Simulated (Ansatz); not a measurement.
Q: Each is relaxed and computed with DFT-r²SCAN in the program Ansatz with PAW potentials. Which is the only metal?
(A) ZrB2, P6/mmm (Zr on 1a, B on 2d)
(B) BN, rock salt
(C) BAs, Pm-3n (B on 6c, As on 6d)
(D) LiMgBN2, I-4m2 (Li on 2d, Mg on 2c, B on 2b, N on 4e)

A: A, ZrB2, P6/mmm (Zr on 1a, B on 2d). ZrB2: metal; BN: gap 1.34 eV (indirect); LiMgBN2: gap 2.97 eV (indirect); BAs: gap 0.61 eV (indirect). Constructed cells (a structure type filled with these elements, in neither database checked): BN, rock salt. Typed or built starts, not in the databases checked: BAs, Pm-3n (B on 6c, As on 6d). Not the usual ambient phase: BN, rock salt; BAs, Pm-3n (B on 6c, As on 6d). Standing as an ambient phase not checked: LiMgBN2, I-4m2 (Li on 2d, Mg on 2c, B on 2b, N on 4e). Perhaps ordered models of mixed-site phases: LiMgBN2, I-4m2 (Li on 2d, Mg on 2c, B on 2b, N on 4e). Unstable at this level: BN, rock salt. All cells were relaxed under the symmetry of their starts (and spin orders); stability against distortions was not tested throughout. Rows with no word on spin ran without spin polarisation. Scalar-relativistic: spin–orbit coupling is off unless named, which matters more the heavier the elements.

Potentials: the later of the program's two PAW sets.
